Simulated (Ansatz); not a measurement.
Relaxed-ion elastic tensor of Ti₂AlC in space group P6_3/mmc (No. 194; Ti on 4f, Al on 2d, C on 2a) in GPa (Voigt order), PBEsol (plane waves, PAW; program Ansatz); density 4.11 g/cm³, 13.61 Å³ per atom.

```
 317  65.8  65.7   0.0   0.0   0.0
65.8   317  65.7   0.0   0.0   0.0
65.7  65.7   283   0.0   0.0   0.0
 0.0   0.0   0.0   117   0.0   0.0
 0.0   0.0   0.0   0.0   117   0.0
 0.0   0.0   0.0   0.0   0.0   126
```

**Question.** Is the crystal mechanically stable?

**Answer.** Yes: the smallest eigenvalue of C is 117 GPa.

**Question.** Work out the Voigt, Reuss and Hill averages.

**Answer.** K_V = 146, K_R = 145, K_H = 146; G_V = 120, G_R = 120, G_H = 120 GPa.

**Question.** Give Young's modulus, Poisson's ratio, Pugh's ratio and the universal anisotropy index.

**Answer.** E = 9KG/(3K + G) = 282 GPa; ν = 0.18; K/G = 1.22 (brittle by the Pugh limit of 1.75); A_U = 5G_V/G_R + K_V/K_R − 6 = 0.01.

**Question.** Estimate the sound speeds and the Debye temperature.

**Answer.** v_l = √((K + 4G/3)/ρ) = 8620 m/s, v_t = √(G/ρ) = 5400 m/s, mean 5940 m/s; Θ = (h/k)(3n/4πV)^(1/3) v_m = 741 K.

**Question.** Solve the Christoffel equation for the three sound speeds along x, y, z.

**Answer.** Eigenvalues of C_ijkl n_j n_l equal ρv². In km/s, slowest first: x 5.33, 5.53, 8.79; y 5.33, 5.53, 8.79; z 5.33, 5.33, 8.30.

**Question.** How much does each axis shrink under pressure?

**Answer.** Linear compressibilities β_i = Σ_j S_ij (j = 1 to 3): x 2.2, y 2.2, z 2.5 per TPa.

The workflow started from a Materials Project entry (that database holds measured and hypothetical structures alike); the Crystallography Open Database copy checked does not list it. Its standing as an ambient phase is unchecked. The cell was relaxed with PBEsol under the symmetry of its start; whether a distortion lowers the energy is not shown. The run is not spin-polarised. As this level gives no gap, shear constants depend on the k-mesh and smearing (Fermi–Dirac, 0.1 eV here).

Potentials: the earlier of the program's two PAW sets. The files were generated under PBE; for other functionals the program regenerates the frozen cores, and for LDA and PBEsol the local potential too.
